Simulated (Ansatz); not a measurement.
CaTiO₃ (cubic perovskite)

```xyz
5
Lattice="3.8410 0.0000 0.0000 0.0000 3.8410 0.0000 0.0000 0.0000 3.8410" Properties=species:S:1:pos:R:3 pbc="T T T"
Ca     0.0000     0.0000     0.0000
Ti     1.9205     1.9205     1.9205
O      0.0000     1.9205     1.9205
O      1.9205     1.9205     0.0000
O      1.9205     0.0000     1.9205
```

Two coordinates are scanned: the volume, and the ratio of the stretch along z (the conventional c axis) to the stretch across it. Atoms keep their fractional coordinates.

Level of theory: PBEsol (plane waves to 420 eV, PAW, scalar-relativistic; Ansatz, a program for electronic structure). k mesh 9×9×9 (Γ-centred), Fermi-Dirac smearing 0.05 eV. Compression counts positive. CaTiO3 is run without spin polarisation. CaTiO3 was relaxed with its symmetry unable to fall. This is a high-temperature form of CaTiO3.

At one point of the scan the stress tensor (GPa) is:

```
  -16.9      0.0      0.0
    0.0    -16.9      0.0
    0.0      0.0      1.9
```

**Question.** Which point is it?
A) V/V₀ = 1.080, (c/a)/(c/a)₀ = 1.080
B) V/V₀ = 0.947, (c/a)/(c/a)₀ = 0.880
C) V/V₀ = 0.973, (c/a)/(c/a)₀ = 0.920
D) V/V₀ = 1.080, (c/a)/(c/a)₀ = 0.920

**Answer.** D, V/V₀ = 1.080, (c/a)/(c/a)₀ = 0.920

(A scan under strain: stresses follow from slopes of the energy per volume, elastic moduli from its curvatures.)
